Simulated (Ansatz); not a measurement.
RbBr:
```
CELL_PARAMETERS angstrom
      0.00000     3.46297     3.46297
      3.46297     0.00000     3.46297
      3.46297     3.46297     0.00000
ATOMIC_POSITIONS crystal
  Rb 0.00000 0.00000 0.00000
  Br 0.50000 0.50000 0.50000
```

The program Ansatz at the r²SCAN level (PAW) gives a gap of 4.89 eV without spin–orbit coupling, maximum at Γ, minimum at Γ.

What happens when spin–orbit coupling is switched on?

The gap falls by 0.16 eV, to 4.73 eV; maximum at Γ, minimum at Γ.

How large is the spin–orbit splitting of the valence top at Γ?

The fourfold level lies 0.49 eV above the split-off pair.

Give the electron effective mass with spin–orbit coupling.

0.38 mₑ (isotropic).

Give the hole effective mass with spin–orbit coupling, band 1 of 2 at the edge.

5.3 along [100], 3.1 along [110], 2.6 along [111] (mₑ).

Give the hole effective mass with spin–orbit coupling, band 2 of 2 at the edge.

0.83 along [100], 0.93 along [110], 0.99 along [111] (mₑ).

Space group Fm-3m (rock salt). Symmetry was held in the r²SCAN relaxation; phonons on a q-mesh show no instability.

Potentials: the later of the program's two PAW sets.
